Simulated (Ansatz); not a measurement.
NaCl:
```yaml
crystal:
  lattice:
    - [0.00000, 2.73214, 2.73214]
    - [2.73214, 0.00000, 2.73214]
    - [2.73214, 2.73214, 0.00000]
  atoms:
    - { symbol: Na, position: [0.00000, 0.00000, 0.00000] }
    - { symbol: Cl, position: [0.50000, 0.50000, 0.50000] }
```

This is the LDA-relaxed structure.

### Question
All from plane-wave PAW LDA (Ansatz code), unless another level is named. Give the formation energy from the elements (no fitted shifts).

### Answer
-1.83 eV/atom.

### Question
What about the band gap?

### Answer
5.08 eV (direct).

### Question
Give the electron effective mass.

### Answer
0.37 mₑ (isotropic).

### Question
Next, the weight of the valence-edge state by species (Voronoi cells)?

### Answer
Cl 94 %, Na 6 %.

### Question
And the valence-band maximum?

### Answer
at Γ.

Space group Fm-3m (rock salt). Symmetry was held in the LDA relaxation; phonons on a q-mesh show no instability. The references are the lowest solids computed at this level, not always the standard phases (solids in place of the gases).

Potentials: the earlier of the program's two PAW sets.
